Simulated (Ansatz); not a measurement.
SbI3:
```yaml
crystal:
  lattice:
    - [3.64134, 2.10233, 6.62706]
    - [-3.64134, 2.10233, 6.62706]
    - [0.00000, -4.20466, 6.62706]
  atoms:
    - { symbol: Sb, position: [0.16686, 0.16686, 0.16686] }
    - { symbol: Sb, position: [0.83314, 0.83314, 0.83314] }
    - { symbol: I, position: [0.41455, 0.07613, 0.74400] }
    - { symbol: I, position: [0.58545, 0.92387, 0.25600] }
    - { symbol: I, position: [0.07613, 0.74400, 0.41455] }
    - { symbol: I, position: [0.92387, 0.25600, 0.58545] }
    - { symbol: I, position: [0.74400, 0.41455, 0.07613] }
    - { symbol: I, position: [0.25600, 0.58545, 0.92387] }
```

LDA (plane waves, PAW; program Ansatz) gives a gap of 1.87 eV without spin–orbit coupling, maximum off the standard path, at k = (0.365, 0.323, 0.271) in fractions of the reciprocal vectors, minimum on the Γ–T line, 61 % of the way from Γ.

Question: What happens when spin–orbit coupling is switched on?

Answer: The gap decreases by 0.40 eV, to 1.47 eV; maximum on the Γ–T line, 67 % of the way from Γ, minimum on the Γ–T line, 36 % of the way from Γ.

Question: Give the electron effective mass with spin–orbit coupling.

Answer: 0.55, 0.55, 0.61 mₑ (principal values).

Question: Give the hole effective mass with spin–orbit coupling.

Answer: 0.84, 3.0, 3.0 mₑ (principal values).

Space group R-3. The first step of the workflow began from a Materials Project structure, measured or hypothetical; the Crystallography Open Database files this formula in space group No. 148, but the cells were not matched. Whether it is the stable phase at ambient conditions was not checked. Symmetry was held in the LDA relaxation; its stability against distortions is not shown here. A crystal of weakly bound layers computed without a dispersion correction: the cell and the soft elastic constants depend strongly on that.

Potentials: the later of the program's two PAW sets.
